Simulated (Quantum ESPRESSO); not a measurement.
# Strain and stress in Al3MgN4

Calculated results; nothing here was measured. They come from pw.x of Quantum ESPRESSO 7.5, a plane-wave density functional program, with PseudoDojo standard norm-conserving files (v0.5 for PBE, v0.4.1 for LDA and PBEsol). The cells are made up: elements, strain and atom displacements were drawn at random, and nothing was relaxed. There is no spin polarisation, spin-orbit coupling or dispersion term.

The cell has 8 sites of a rocksalt lattice. Sites 1 to 4 hold Al Mg Al Al; sites 5 to 8 hold N N N N. Cell vectors in Å: (4.147, 0.000, 0.000); (0.000, 4.147, 0.000); (0.000, 0.000, 4.130). Settings: PBE, cutoff 1143 eV, 6 x 6 x 6 k mesh shifted by half a step, Fermi-Dirac smearing of 0.1 eV.

Each run adds a strain along z to one cell, with the atoms carried along; the vectors above are those of run 4. Stress is positive in tension and P is minus a third of its trace. E is the free energy for each atom above the lowest run shown.

```
run,strain (%),s_xx (GPa),s_yy (GPa),s_zz (GPa),s_xy (GPa),P (GPa),E (meV/atom)
1,-1.97,-1.17,-1.21,-6.76,0.01,3.05,2.95
2,-1.56,-0.58,-0.62,-4.92,0.01,2.04,1.62
3,-0.75,0.56,0.52,-1.54,0.01,0.15,0.16
4,-0.42,1.01,0.97,-0.26,0.01,-0.58,0.00
6,1.02,2.91,2.87,4.76,0.01,-3.51,1.84
7,1.71,3.78,3.75,6.86,0.01,-4.80,4.07
5,0.46,?,?,?,?,?,?
```

A rerun of one of these cells at 1437 eV and k mesh 8 x 8 x 8 moved values by no more than 0.005 eV in the cell's energy, 0.02 GPa in stress and 0.011 eV/Å in force.

## Worked fit

A parabola through the six runs shown gives s_zz = 1.31 + 3.64 e - 0.231 e² GPa, with e in per cent and a scatter of 0.02 GPa. The slope is a stiffness of 364 ± 3 GPa for each unit of this strain at e = 0. The atoms are clamped, and relaxing them would in general lower it. The error is the larger of the fit's own and the change that a cubic makes, rounded up.

## Withheld run

Question: what s_zz should run 5 give?

The fit gives 2.94 GPa. The calculation gave 2.92 GPa.

| run | strain (%) | s_xx (GPa) | s_yy (GPa) | s_zz (GPa) | s_xy (GPa) | P (GPa) | E (meV/atom) |
| --- | --- | --- | --- | --- | --- | --- | --- |
| 5 | 0.46 | 2.19 | 2.15 | 2.92 | 0.01 | -2.42 | 0.65 |